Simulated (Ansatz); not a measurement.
Te3As2 in space group C2/m (No. 12; Pearson symbol mS20) at seven volumes, DFT-r²SCAN+D4 in the program Ansatz with PAW potentials, shape and atoms relaxed at each. One row is withheld.

| V (Å³/atom) | P (GPa) |
|---|---|
| 26.825 | 3.04 |
| 27.709 | 1.75 |
| 28.593 | 0.75 |
| 29.478 | 0.00 |
| 30.362 | -0.54 |
| 31.246 | -0.93 |
| 32.131 | ? |

Fit the shown pressures and predict the withheld one.

P = (3/2)B₀(x^(7/2) − x^(5/2))[1 + (3/4)(B′ − 4)(x − 1)] with x = (V₀/V)^(2/3). Least squares on the six rows gives V₀ = 29.487 Å³/atom, B₀ = 21.2 GPa, B′ = 9.23. At V = 32.131, x = 0.9444 and P = -1.20 GPa. The run itself gave -1.17 GPa.

The first step of the workflow began from a Materials Project structure, measured or hypothetical; the Crystallography Open Database files this formula in space group No. 12, but the cells were not matched. Its standing as an ambient phase is unchecked. The cell was relaxed with r²SCAN+D4 under the symmetry of its start; its stability against distortions is not shown here. Scalar-relativistic: spin–orbit coupling is off unless named, which matters more the heavier the elements.

Potentials: the later of the program's two PAW sets.
